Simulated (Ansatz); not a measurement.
A geometry of P away from equilibrium: the start of the relaxation of a relaxed P cell, doubled along one cell vector, shaken by Gaussian noise of σ = 0.08 Å a coordinate. These are r2SCAN (plane waves to 500 eV, PAW, scalar-relativistic; Ansatz, an electronic-structure program) values and carry that method's errors. Γ-centred k-mesh 8×8×4 on the run's cell (coarser than for final values), Fermi–Dirac smearing 0.05 eV.

```xyz
4
Lattice="1.6358 0.9444 5.6961 -1.6358 0.9444 5.6961 0.0000 -3.7777 11.3922" Properties=species:S:1:pos:R:3 pbc="T T T"
P     -0.0123    -0.1277     2.4237
P      0.0642    -1.8355     7.8022
P     -0.0162     0.0445    14.6966
P      0.0384    -1.8550    20.6245
```

Q: Predict the force on each atom, in eV/Å.

A: 
```json
[
 {"atom": "P1", "Fx": "0.43", "Fy": "5.85", "Fz": "-3.39"},
 {"atom": "P2", "Fx": "-0.82", "Fy": "-1.01", "Fz": "-0.15"},
 {"atom": "P3", "Fx": "0.80", "Fy": "-5.00", "Fz": "3.69"},
 {"atom": "P4", "Fx": "-0.40", "Fy": "0.16", "Fz": "-0.14"}
]
```

Q: What is the pressure?

A: +5.1 GPa, compression positive.

No spin polarisation in the result. Without a van der Waals term the distances between weakly bound units are poorly fixed.

The end of the path is a generated cell of P: the first start was made by placing the elements on the sites of a structure type, and the end was not matched to a known phase here, so it may be hypothetical. Known forms of P include space group No. 64.
